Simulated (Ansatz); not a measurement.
AlRu$_{3}$N:
```cif
data_AlNRu3
_chemical_formula_sum 'Al1 Ru3 N1'
_space_group_name_H-M_alt 'P 1'
_space_group_IT_number 1
_cell_length_a 3.95777
_cell_length_b 3.95777
_cell_length_c 3.95777
_cell_angle_alpha 90.000
_cell_angle_beta 90.000
_cell_angle_gamma 90.000
loop_
_space_group_symop_operation_xyz
  'x, y, z'
loop_
_atom_site_label
_atom_site_type_symbol
_atom_site_fract_x
_atom_site_fract_y
_atom_site_fract_z
_atom_site_occupancy
Al1 Al 0.00000 0.00000 0.00000 1
Ru1 Ru 0.00000 0.50000 0.50000 1
Ru2 Ru 0.50000 0.00000 0.50000 1
Ru3 Ru 0.50000 0.50000 0.00000 1
N1 N 0.50000 0.50000 0.50000 1
```

This is the PBEsol-relaxed structure.

Task: All from PBEsol (plane waves, PAW; program Ansatz), unless another level is named. Predict the electronic character.

Result: metallic (no gap).

Task: Predict the formation energy from the elements (no fitted shifts).

Result: -0.14 eV/atom.

Task: Give the density of states at the Fermi level.

Result: 0.48 states/eV per atom (mean over ±0.08 eV).

Task: Predict the gap with spin–orbit coupling.

Result: none (metallic).

Space group Pm-3m (anti-perovskite). The start of the workflow was typed in or built on a structure type; neither database checked (COD, Materials Project) lists it. Its standing as an ambient phase is unchecked. The PBEsol relaxation kept the symmetry of its start; whether a distortion lowers the energy is not shown. The workflow began spin-polarised and lost its moments. The references are the lowest solids computed at this level, not always the standard phases (solids in place of the gases). Spin–orbit coupling is left out wherever it is not named.

Potentials: the earlier of the program's two PAW sets. The files were generated under PBE; for other functionals the program regenerates the frozen cores, and for LDA and PBEsol the local potential too.
